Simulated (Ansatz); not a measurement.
Relaxed SnO (litharge type, space group P4/nmm):

```
CELL_PARAMETERS angstrom
      3.76899     0.00000     0.00000
      0.00000     3.76899     0.00000
      0.00000     0.00000     4.56019
ATOMIC_POSITIONS crystal
  Sn 0.50000 0.00000 0.25342
  Sn 0.00000 0.50000 0.74658
  O  0.00000 0.00000 0.00000
  O  0.50000 0.50000 0.00000
```

Method: PBEsol-D3(BJ) (plane waves to 420 eV, PAW, scalar-relativistic; Ansatz, a first-principles code). k mesh 10×10×8 (Γ-centred), Fermi-Dirac smearing 0.05 eV. With partly filled bands, energies and forces of such displacements shift with the k mesh and the smearing. SnO was relaxed with its symmetry unable to fall. The PAW data are Ansatz's earlier set.

One atom of the cell was then moved (with its periodic images), all else fixed, and the forces (eV/Å) came out as:

```tsv
atom	Fx	Fy	Fz
Sn1	0.000	0.000	-0.268
Sn2	0.000	0.000	-0.325
O3	0.000	0.000	0.627
O4	0.000	0.000	-0.034
```

Problem. Which atom was moved, and by which vector (Å)?

Solution. O3, by (0.00, 0.00, -0.09), 0.09 Å in all.

(A displaced cell: forces are minus the slopes of the energy, force constants its curvatures, and phonons follow from these.)
